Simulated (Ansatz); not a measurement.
**Ga5As2P3 (I-4m2) at 3 levels of theory**

One geometry, relaxed with PBE; plane waves with PAW potentials in Ansatz, scalar-relativistic. No spin polarisation. Gaps are the least over mesh and band path; pressure is positive in compression.

```cif
data_structure
_symmetry_space_group_name_H-M 'P 1'
_symmetry_Int_Tables_number 1
_cell_length_a 14.2929
_cell_length_b 14.2929
_cell_length_c 14.2929
_cell_angle_alpha 164.084
_cell_angle_beta 164.084
_cell_angle_gamma 22.582
_cell_volume 219.52
loop_
_atom_site_label
_atom_site_type_symbol
_atom_site_fract_x
_atom_site_fract_y
_atom_site_fract_z
_atom_site_occupancy
Ga1 Ga 0.59701 0.59701 0.00000 1
Ga2 Ga 0.20144 0.20144 0.00000 1
Ga3 Ga 0.79857 0.79857 0.00000 1
Ga4 Ga 0.40299 0.40299 0.00000 1
Ga5 Ga 0.00000 0.00000 0.00000 1
P1 P 0.25000 0.75000 0.50000 1
P2 P 0.45148 0.95148 0.50000 1
P3 P 0.04852 0.54852 0.50000 1
As1 As 0.85078 0.35078 0.50000 1
As2 As 0.64923 0.14922 0.50000 1
```

```json
{"level": "PBE", "cutoff (eV)": "420", "k mesh": "10×10×10", "gap (eV)": "0.94", "pressure (GPa)": "0.0"}
```

Problem. What comes out on the same cell with r2SCAN, LDA?

Solution.
```
 level  cutoff (eV)    k mesh  gap (eV)  pressure (GPa)
r2SCAN          500  10×10×10      1.43            -2.6
   LDA          420  10×10×10      0.73            -4.9
```

The cell was found from a structure generator's guess, not taken from experiment.
